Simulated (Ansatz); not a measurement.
Al₃GaAs₄:
```xyz
8
Lattice="4.0124 0.0000 0.0000 0.0000 4.0124 0.0000 0.0000 0.0000 11.3298" Properties=species:S:1:pos:R:3 pbc="T T T"
Ga     0.0000     0.0000     0.0000
As     2.0062     0.0000     1.4151
Al     2.0062     2.0062     2.8285
As     0.0000     2.0062     4.2464
Al     0.0000     0.0000     5.6649
As     2.0062     0.0000     7.0834
Al     2.0062     2.0062     8.5012
As     0.0000     2.0062     9.9146
```

Relaxed with PBEsol. Special points in fractions of this cell's reciprocal vectors: Γ (0.000, 0.000, 0.000); X (0.000, 0.500, 0.000); M (0.500, 0.500, 0.000); Z (0.000, 0.000, 0.500); R (0.000, 0.500, 0.500); A (0.500, 0.500, 0.500).

**Question.** List the band energies nearest the valence-band maximum at these points for PBEsol with spin–orbit coupling in the plane-wave PAW code Ansatz.

**Answer.** In eV from the valence-band maximum; about four levels below and three above (degenerate sets whole), none deeper than 8.9 eV; points with the same levels are listed once.

```tsv
k	below	above
Γ	-0.01 -0.01 0.00 0.00	1.24 1.24 1.30 1.30
X	-0.92 -0.92 -0.88 -0.88	1.38 1.38 1.91 1.91
M	-2.35 -2.35 -2.32 -2.32	1.23 1.23 1.24 1.24
Z	-0.62 -0.62 -0.46 -0.46	1.37 1.37 1.63 1.63
R	-1.03 -1.03 -0.98 -0.98	2.17 2.17 2.74 2.74 2.74 2.74
A	-2.73 -2.73 -2.73 -2.73	2.18 2.18 2.19 2.19
```

Space group P-4m2. The start of the workflow was typed in or built on a structure type; neither database checked (COD, Materials Project) lists it. Its standing as an ambient phase is unchecked. The PBEsol relaxation kept the symmetry of its start; its stability against distortions is not shown here.

Potentials: the earlier of the program's two PAW sets. The files were generated under PBE; for other functionals the program regenerates the frozen cores, and for LDA and PBEsol the local potential too.
